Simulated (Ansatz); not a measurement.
# Ta$_{3}$Ru$_{2}$: ideal shear of a crystal plane

Method: Ansatz, DFT PBEsol, scalar-relativistic, plane waves, PAW. The runs took a 420 eV cutoff, a Γ-centred 12×12×3 mesh and Gaussian smearing (0.15 eV). Spin–orbit coupling is left out, which can shift energies with elements as heavy as these. No spin polarisation. Energies are free energies at this smearing, counted from the undisturbed cell; pressure is positive in compression.

The undisturbed cell (relaxed at this level; it needn't be the usual structure):

```xyz
10
Lattice="-3.1889 0.0000 0.0000 0.0000 -3.1889 0.0000 0.0000 0.0000 15.6359" Properties=species:S:1:pos:R:3 pbc="T T T"
Ta    0.0000    0.0000   13.1780
Ta    0.0000    0.0000    0.8192
Ta    0.0000    0.0000    3.9458
Ta    0.0000    0.0000    6.9986
Ta    0.0000    0.0000   10.0515
Ta   -1.5945   -1.5945   14.8166
Ru   -1.5945   -1.5945    2.4450
Ru   -1.5945   -1.5945    5.4756
Ru   -1.5945   -1.5945    8.5217
Ru   -1.5945   -1.5945   11.5523
```

The cut lies on the cell's a–b face, a (0 0 1) plane (indices in the standard cell, whose axes needn't be the Cartesian ones shown) of area 10.17 Å², between layers 1.64 Å apart. Vector c is tilted by f times 1·a + 0·b (length 3.189 Å) with the atoms' Cartesian places fixed: one unrelaxed fault a cell. The traction is dγ/du, the slope of γ against the slip u in Å. Some rows repeat others by symmetry and weren't run.

| f | γ (mJ/m²) | traction (GPa) |
| --- | --- | --- |
| 0.0000 | 0 | 0.0 |
| 0.1000 | 440 | 27.3 |
| 0.2000 | 1756 | 54.7 |
| 0.3000 | 3757 | 66.5 |
| 0.4000 | 5669 | 48.0 |
| 0.5000 | 6503 | 0.0 |
| 0.6000 | 5669 | -48.0 |
| 0.7000 | 3757 | -66.5 |
| 0.8000 | 1756 | -54.7 |
| 0.9000 | 440 | -27.3 |

Problem. Read off the first barrier and the stress needed to climb it, and compare with Frenkel's sinusoid.

Solution. The first sampled maximum lies at f = 0.500, a slip of 1.59 Å, with γ ≈ 6503 mJ/m², which stands in for the unstable fault energy γ_us, and the steepest sampled slope before it is 66.5 GPa. A sinusoid γ = γ_us sin²(πu/λ) with its maximum there has λ = 3.19 Å and a largest slope πγ_us/λ = 64.1 GPa (1 mJ/m² per Å = 0.01 GPa).

Problem. Is there a metastable fault on this line?

Solution. Apart from points where γ returns to about zero, no local minimum shows among the samples, so at this sampling the line offers no fault for a dislocation to split on; a fault can still lie off the line.

The cut is rigid; relaxing the faces lowers these energies and usually the stresses.

In a metal these slopes depend on the k mesh and the smearing.

Cost: 6 runs of about 5.9 core-minutes in all, on Intel Xeon 6975P-C (Granite Rapids) (shared hosts).